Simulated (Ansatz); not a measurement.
Relaxed Lu (hcp, Mg type):

```
Lu
1.0
    3.50708     0.00000     0.00000
   -1.75354     3.03722     0.00000
    0.00000     0.00000     5.46208
Lu
2
Direct
  0.33333   0.66667   0.75000
  0.66667   0.33333   0.25000
```

In this cell atom 1 (Lu, nearest neighbour Lu at 3.400 Å; its periodic images, 3.5 Å or more away, move with it) is moved by s along Cartesian [110], unit vector (0.707, 0.707, 0.000); all other atoms and the cell stay fixed.

Computed with PBE (plane waves to 420 eV, PAW, scalar-relativistic; Ansatz, a first-principles code). k mesh 12×12×7 (Γ-centred), Fermi-Dirac smearing 0.05 eV. E stands for the smeared free energy. With partly filled bands, energies and forces of such displacements shift with the k mesh and the smearing. Lu is run without spin polarisation. Lu was relaxed with its symmetry unable to fall. ΔE is measured from the undisplaced structure. The last digit holds for this mesh only.

```tsv
s (Å)	ΔE (meV/cell)
-0.340	95.6
-0.272	60.9
-0.204	withheld
-0.136	15.1
-0.068	3.7
0.000	0.0
0.068	3.6
0.136	14.1
0.204	30.9
0.272	53.7
0.340	82.0
```

Question: Fit a polynomial form (powers 2, 3, 4) to the given rows and predict ΔE at s = -0.204.

Answer: Least squares on the 10 given rows: ΔE = (786.8)·s² + (-174.5)·s³ + (-161.8)·s⁴, in meV/cell with s in Å; root-mean-square residual 0.08 meV/cell. At -0.204 the fit gives 33.9 meV/cell; the calculation gives 34.1 meV/cell, so the interpolation is off by -0.2 (-0.6 %). The quadratic term alone would give 32.7 meV/cell.

(A displaced cell: forces are minus the slopes of the energy, force constants its curvatures, and phonons follow from these.)
